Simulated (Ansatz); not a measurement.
Relaxed-ion elastic tensor of BaS (rock salt, space group No. 225) in GPa (Voigt order), PBE (plane waves, PAW; program Ansatz); density 4.23 g/cm³, 33.21 Å³ per atom.

```
89.7  17.7  17.7   0.0   0.0   0.0
17.7  89.7  17.7   0.0   0.0   0.0
17.7  17.7  89.7   0.0   0.0   0.0
 0.0   0.0   0.0  18.7   0.0   0.0
 0.0   0.0   0.0   0.0  18.7   0.0
 0.0   0.0   0.0   0.0   0.0  18.7
```

Is the crystal mechanically stable?

Yes: the smallest eigenvalue of C is 18.7 GPa.

Work out the Voigt, Reuss and Hill averages.

K_V = 41.7, K_R = 41.7, K_H = 41.7; G_V = 25.6, G_R = 23.2, G_H = 24.4 GPa.

Give Young's modulus, Poisson's ratio, Pugh's ratio and the universal anisotropy index.

E = 9KG/(3K + G) = 61.3 GPa; ν = 0.26; K/G = 1.71 (near the Pugh limit of 1.75, no verdict); A_U = 5G_V/G_R + K_V/K_R − 6 = 0.53.

Estimate the sound speeds and the Debye temperature.

v_l = √((K + 4G/3)/ρ) = 4190 m/s, v_t = √(G/ρ) = 2400 m/s, mean 2670 m/s; Θ = (h/k)(3n/4πV)^(1/3) v_m = 247 K.

Give the Zener ratio and Young's modulus along [100], [110] and [111].

A = 2C44/(C11 − C12) = 0.52; 1/E = S11 − 2(S11 − S12 − S44/2)Γ with Γ = 0, 1/4, 1/3 gives 83.9, 54.5, 48.8 GPa.

Solve the Christoffel equation for the three sound speeds along [100], [110], [111].

Eigenvalues of C_ijkl n_j n_l equal ρv². In km/s, slowest first: [100] 2.10, 2.10, 4.60; [110] 2.10, 2.92, 4.14; [111] 2.67, 2.67, 3.97.

Space group Fm-3m (rock salt). Symmetry was held in the PBE relaxation; phonons on a q-mesh show no instability. Scalar-relativistic: spin–orbit coupling is off unless named, which matters more the heavier the elements.

Potentials: the later of the program's two PAW sets.
